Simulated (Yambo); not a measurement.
BaMg₂Sb₂ (space group P-3m1, No. 164), G0W0@LDA (Yambo, plasmon pole, terminator in G, 3×3×1 mesh): gap Γ → (0, 0.333, 0) in eV by bands and screening block.

```tsv
bands (W and G)	2 Ry	3 Ry	4 Ry	6 Ry	7 Ry
60	…	1.85	1.87	1.88	1.88
91	1.69	1.78	1.81	1.85	1.85
132	1.66	1.76	1.81	1.87	1.87
183	1.66	1.77	1.82	1.90	1.91
236	1.66	1.77	1.83	…	…
```

**Question.** Estimate the withheld gaps from their neighbours; the computed values follow.

**Answer.** 
- 60, 2 Ry: 1.79
- 236, 6 Ry: 1.92
- 236, 7 Ry: 1.93

The largest settings aren't shown to be the converged limit.

The standard potential for Sb keeps a d shell in the valence without the s and p states of that shell. In tests on such compounds this moved G0W0 gaps by up to about 0.9 eV, so absolute quasiparticle energies here are unreliable; differences between settings are what counts.

Spin-orbit coupling is not included.

Geometry of the Materials Project entry, not relaxed at this level; primitive cell a = b = 4.799 Å, c = 8.206 Å, α = β = 90.00°, γ = 120.00°.
